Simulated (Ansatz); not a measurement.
Relaxed candidate structures of Mg$_{2}$Al$_{2}$Se$_{5}$:

A. I4/m (No. 87), tI18; a = b = 8.371 Å, c = 7.722 Å, α = β = γ = 90.00°; Al 4c (0.000, 0.500, 0.000); Mg 4e (0.000, 0.000, 0.192); Se 8h (0.260, 0.120, 0.000); Se 2b (0.000, 0.000, 0.500)

B. P-3m1 (No. 164), hP9; a = b = 3.8865 Å, c = 16.3288 Å, α = β = 90.00°, γ = 120.00°; Mg 2d (0.667, 0.333, 0.402); Al 2d (0.333, 0.667, 0.175); Se 2d (0.667, 0.333, 0.111); Se 2d (0.333, 0.667, 0.315); Se 1b (0.000, 0.000, 0.500)

**Question.** Rank these by energy per atom (lowest first), as r2SCAN (plane waves to 500 eV, PAW, scalar-relativistic; Ansatz, a first-principles code) gives it.

**Answer.** B (reference, the lowest among the structures calculated here), A (+741 meV/atom)

**Question.** Give each candidate's band gap.

**Answer.** No candidate is metallic. A: 0.74 eV (no spin-orbit coupling); B: 1.80 eV (no spin-orbit coupling).

Each run could gain symmetry but not lose that of its start, so entries can be saddle points. From databases, or of a type measured for this composition: P-3m1, hP9; the others are generated cells (placed on structure types, drawn at random, substituted or restacked) that were not matched to a known phase here. Energies are at zero temperature and pressure, without zero-point motion. Each cell has its own k-point mesh; energy differences are given only to the digits this allows. No spin polarisation in the result. Without a van der Waals term the distances between weakly bound units are poorly fixed. Gaps of cells over 8 atoms come from the SCF mesh and high-symmetry points alone.
